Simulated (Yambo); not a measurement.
A G0W0@PBEsol run in Yambo for Mg2P2O7 (space group C2/m, No. 12) (2×2×4 Γ-centred k mesh, bands 3 to 230 and a 8 Ry block in the screening, 230 bands in G with the Bruneval-Gonze terminator, plasmon pole fitted at 27.2 eV) gives these matrix elements, in eV, at the band edges ((0, 0, -0.5) → Γ):

```csv
state,E0,<Vxc>,<Σx>,<Σc(E0)>,Z
valence edge,0.000,-19.956,-25.812,3.940,0.816
conduction edge,5.574,-12.506,-7.699,-3.497,0.866
```

Task: Solve the linearised quasiparticle equation for both states, give the gap, and say how exchange and correlation each act on it.

Result: E = E0 + Z(Σx + Σc − Vxc). Valence: 0.000 + 0.816 × (-25.812 + (3.940) − (-19.956)) = -1.56 eV. Conduction: 5.574 + 0.866 × (-7.699 + (-3.497) − (-12.506)) = 6.71 eV. The gap is 8.27 eV, against 5.57 eV in PBEsol. Replacing Vxc by bare exchange alone would open it by 10.66 eV; correlation takes back 7.44 eV of that, and Z scales what is left. Nearest settings tried, and what they do to the gap: 152 bands in G: -2 meV; 2 Ry block (39 vectors against 309): +262 meV; 2×2×2 mesh: -7 meV. Not varied: bands in W. So the settings aren't converged at that level. 

Geometry of the Materials Project entry, not relaxed at this level; primitive cell a = b = 5.244 Å, c = 4.498 Å, α = β = 98.26°, γ = 104.23°.
